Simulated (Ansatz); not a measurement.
One crystal and one scan (generalised stacking-fault energy along a line) at two levels, PBE (plane waves to 420 eV, PAW, scalar-relativistic; Ansatz, a program for electronic structure) and r2SCAN (plane waves to 500 eV, PAW, scalar-relativistic; Ansatz), each from its own relaxed cell and on its own mesh.

The crystal is CdTe (zinc blende); the crystal slips on the {111} plane, glide cut by s times a lattice vector of 8.11 Å, atoms relaxing along the normal only, γ being the energy change per area.

Energies are extrapolated to zero smearing. CdTe was relaxed with its symmetry unable to fall. Spin-orbit coupling is left out, though Te is heavy. As the smearing reaches across the gap at some points, the k mesh leaves noise in γ, roughly 0.02 J/m² as judged from a few cases. Faults lie only 11.4 Å apart, and holding the cell height raises γ above its relaxed value. Faults lie only 11.5 Å apart, and holding the cell height raises γ above its relaxed value. Some relaxations began with atoms very close together and may have settled on another branch. Both scans cover s from 0.000 to 0.917.

| quantity | run 1 | run 2 |
|---|---|---|
| Lattice constant a (Å) | 6.558 | 6.618 |
| Band gap of the relaxed cell, no spin-orbit coupling (eV) | 1.17 | 0.59 |
| Highest computed γ on the line (J/m²) | 2.75 | 2.45 |
| Lower barrier from zero shift into that minimum (unstable fault energy, highest computed point) (J/m²) | 0.54 | 0.49 |
| Steepest slope dγ/d(shift) before the first maximum (spline) (GPa) | 18 | 16 |

### Question
Which run is which level?

### Answer
Run 2 is PBE, run 1 is r2SCAN. PBE gives the higher value for: lattice constant a. PBE gives the lower value for: band gap of the relaxed cell, no spin-orbit coupling; highest computed γ on the line; lower barrier from zero shift into that minimum. Both give the same position of the highest point: s = 0.333. Neither level is exact: the differences show how much the result hangs on the functional.

(The slope of γ gives the shear force per area between the displaced halves; near zero shift its curvature is an elastic stiffness.)
